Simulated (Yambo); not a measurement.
G0W0@PBEsol for CdOFH (space group P2_1, No. 4, within 0.06 Å of Pmn2_1) in Yambo. Reference settings: 4×2×2 Γ-centred k mesh, bands 9 to 155 and a 7 Ry block in the screening, 155 bands in G with the Bruneval-Gonze terminator, plasmon pole fitted at 27.2 eV. The PBEsol gap (0, 0, -0.5) → Γ on this mesh is 1.74 eV; G0W0 gaps are taken between the same points.

The settings were changed. The gap went from 3.67 eV to 3.49 eV, and the shift of the valence edge from -1.05 eV to -0.66 eV.

### Question
What was changed between the two runs?
A) 106 bands in G, no terminator
B) 106 bands in W, 106 bands in G
C) 70 bands in G
D) 3 Ry block

### Answer
A, 106 bands in G, no terminator. The others gave (gap, valence shift): 106 bands in W, 106 bands in G: 3.78, -1.00 eV; 3 Ry block: 3.70, -1.16 eV; 70 bands in G: 3.71, -1.04 eV.

Spin-orbit coupling is not included.

Geometry of the Materials Project entry, not relaxed at this level; primitive cell a = 3.5344 Å, b = 4.8447 Å, c = 5.6280 Å, α = γ = 90.00°, β = 90.08°.

The structure is a Materials Project entry; no match was found in the copy of COD used, and its stability was not checked.

A shift is the quasiparticle energy of the state minus its PBEsol energy.
